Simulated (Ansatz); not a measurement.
PW:
```yaml
crystal:
  lattice:
    - [5.73873, 0.00000, 0.00000]
    - [0.00000, 3.26648, 0.00000]
    - [0.00000, 0.00000, 6.20525]
  atoms:
    - { symbol: P, position: [0.31480, 0.75000, 0.56736] }
    - { symbol: P, position: [0.68520, 0.25000, 0.43264] }
    - { symbol: P, position: [0.18520, 0.25000, 0.06736] }
    - { symbol: P, position: [0.81480, 0.75000, 0.93264] }
    - { symbol: W, position: [0.98596, 0.75000, 0.31266] }
    - { symbol: W, position: [0.01404, 0.25000, 0.68734] }
    - { symbol: W, position: [0.51404, 0.25000, 0.81266] }
    - { symbol: W, position: [0.48596, 0.75000, 0.18734] }
```

Relaxed with r²SCAN. Special points in fractions of this cell's reciprocal vectors: Γ (0.000, 0.000, 0.000); X (0.500, 0.000, 0.000); S (0.500, 0.500, 0.000); Y (0.000, 0.500, 0.000); Z (0.000, 0.000, 0.500); U (0.500, 0.000, 0.500); R (0.500, 0.500, 0.500); T (0.000, 0.500, 0.500).

**Question.** List the band energies nearest the Fermi level at these points for r²SCAN with spin–orbit coupling in the plane-wave PAW code Ansatz.

**Answer.** In eV from the Fermi level; about four levels below and three above (degenerate sets whole), none deeper than 8.9 eV; points with the same levels are listed once.

```
k                    below                above
-  -----------------------  -------------------
Γ  -0.76 -0.76 -0.56 -0.56  0.49 0.49 0.79 0.79
X  -0.71 -0.71 -0.71 -0.71  0.55 0.55 0.55 0.55
S  -2.77 -2.77 -2.77 -2.77  0.97 0.97 0.97 0.97
Y  -0.41 -0.41 -0.41 -0.41  0.05 0.05 0.05 0.05
Z  -1.50 -1.50 -1.50 -1.50  0.22 0.22 0.22 0.22
U  -1.01 -1.01 -1.01 -1.01  0.41 0.41 0.41 0.41
R  -2.26 -2.26 -2.26 -2.26  0.44 0.44 0.44 0.44
T  -0.37 -0.37 -0.37 -0.37  0.57 0.57 0.57 0.57
```

Space group Pnma. The first step of the workflow began from a Materials Project structure, measured or hypothetical; the Crystallography Open Database files this formula in space group No. 62, but the cells were not matched. Its standing as an ambient phase is unchecked. The r²SCAN relaxation kept the symmetry of its start; whether a distortion lowers the energy is not shown. No spin polarisation was allowed.

Potentials: the later of the program's two PAW sets.
